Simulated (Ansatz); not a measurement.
Ga:
```
Ga
1.0
    2.72292     0.00000     0.00000
    0.00000     2.72292     0.00000
    0.00000     0.00000     2.72292
Ga
1
Direct
  0.50000   0.50000   0.50000
```

Relaxed with PBE. Special points in fractions of this cell's reciprocal vectors: Γ (0.000, 0.000, 0.000); X (0.000, 0.500, 0.000); M (0.500, 0.500, 0.000); R (0.500, 0.500, 0.500).

Task: List the band energies nearest the Fermi level at these points for PBE (plane waves, PAW; program Ansatz).

Result: In eV from the Fermi level; about four levels below and three above (degenerate sets whole), none deeper than 8.9 eV; … stands for higher levels left out; points with the same levels are listed once.

```json
[
 {"k": "Γ", "below": "–", "above": "8.98 8.98 8.98"},
 {"k": "X", "below": "-6.11 -3.98", "above": "12.38 12.38 15.40"},
 {"k": "M", "below": "-1.60 -0.57 -0.57", "above": "4.30 15.85 …"},
 {"k": "R", "below": "–", "above": "2.69 2.69 2.69"}
]
```

Space group Pm-3m. The cell is a constructed one: a structure type filled with these elements; neither database checked (COD, Materials Project) lists it. It is not the phase usual at ambient conditions (space group No. 64). The cell was relaxed with PBE under the symmetry of its start. At this level the phase is mechanically unstable. Scalar-relativistic: spin–orbit coupling is off unless named, which matters more the heavier the elements.

Potentials: the later of the program's two PAW sets.
